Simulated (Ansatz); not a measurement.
Single point in Ansatz 0.2.0 with r2SCAN, no spin polarisation. Cutoff 500 eV, PAW datasets, 5×5×5 Γ-centred k mesh, cold filling (width 0.1296 eV).

Computed maps in the lattice plane spanned by a (left to right, 6.75 Å, 20 points from zero) and b (bottom to top, 6.75 Å, 20 points from zero), 92° apart, at height 0.260 along c. The fields are smooth PAW ones with compensation charges, not the true ones near nuclei.

Valence density. Digits on a logarithmic scale: 0 up to 0.03 e/Å³, each further digit a factor of 1.6, 9 from 1.3 e/Å³ up:
```
58864333333334454434
56654445554333333334
45444456665432233444
54334567775432345555
64334567775433456777
75433566765433569999
86433455654334579999
86422344443224689999
75423344432123579999
64334454432113467887
43345666542112345665
33457898653211234444
33569999864222333333
33579999964333444433
33579999864344555543
33468999754445676653
33456776543456787654
33445554433456787654
45544333222356777644
56754322222345666544
```

ELF. Ten even steps from '0' (0.01) to '9' (1.00):
```
99995113432124444224
89983246665211121113
46642466666410011233
43212555556510134555
54113555556521455444
55312555555423654213
46411455555324652001
56411245543125641001
56311233321014653113
65213555421003554445
52245556652001355555
11355444564100123332
12554102455101122111
12552000455213444311
12553001455235555531
11454324564355545542
11355555542355444553
12345555321455444553
47753221001355544542
89994100000245555433
```

Task: The cell is Te$_{4}$H$_{3}$. Which atoms lie within 0.2 Å of this plane, and where (fractions of a and b)?

Result: H at (0.08, 0.96), Te at (0.88, 0.62). The whole cell:
```
CELL_PARAMETERS angstrom
4.87632 2.81534 3.72834
-4.87632 2.81534 3.72834
0.00000 -5.63069 3.72834
ATOMIC_POSITIONS crystal
H 0.95521 0.25991 0.08152
H 0.08152 0.95521 0.25991
H 0.25991 0.08152 0.95521
H 0.04479 0.74009 0.91848
H 0.91848 0.04479 0.74009
H 0.74009 0.91848 0.04479
Te 0.29112 0.29112 0.29112
Te 0.70888 0.70888 0.70888
Te 0.87742 0.61856 0.24499
Te 0.24499 0.87742 0.61856
Te 0.61856 0.24499 0.87742
Te 0.12258 0.38144 0.75501
Te 0.75501 0.12258 0.38144
Te 0.38144 0.75501 0.12258
```

Origin: a known structure type with other elements, at an estimated volume, so it need not be a known compound.
